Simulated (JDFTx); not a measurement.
Reference run:

System: Mg(0001) (P6_3/mmc bulk; lattice of mp-153, not re-optimised at this level), 1x1 cell of 4 atoms in 4 planes, area 8.71 Å² a face, 7.7 Å between the outermost planes in a cell 23.7 Å high; k mesh 8×8×1, Fermi width 0.01 Ha, no spin polarisation.

The reference is PBE, GBRV ultrasoft potentials, plane waves to 20/100 Ha; code: JDFTx (a modified build). Unrelaxed; liquid: CANDLE, water, 1 M NaF. Potentials are on the SHE scale by the convention U = −μ/e − 4.44 V; references calibrated for a solvation model differ from this value. LDA and PBEsol take their own potentials, PW91 and RPBE those of PBE; the lattice is kept.

| functional | work function (eV) | U_pzc (V) | k states × plane waves | cycles, vacuum run | rough core time, vacuum run |
|---|---|---|---|---|---|
| LDA | (withheld) | (withheld) | 10 × 5952 | 19 | 3 min |
| PBE | 3.80 | -1.06 | 10 × 5952 | 19 | 2 min |
| PBEsol | 3.84 | -1.00 | 10 × 5952 | 19 | 2 min |
| PW91 | 3.81 | -1.05 | 10 × 5952 | 19 | 3 min |
| RPBE | 3.74 | -1.12 | 10 × 5952 | 19 | 3 min |

Question: What belongs in the gaps?

Answer: 
- LDA, work function (eV): 3.93
- LDA, U_pzc (V): -0.92

Core times come from shared machines and are rough, one run each.
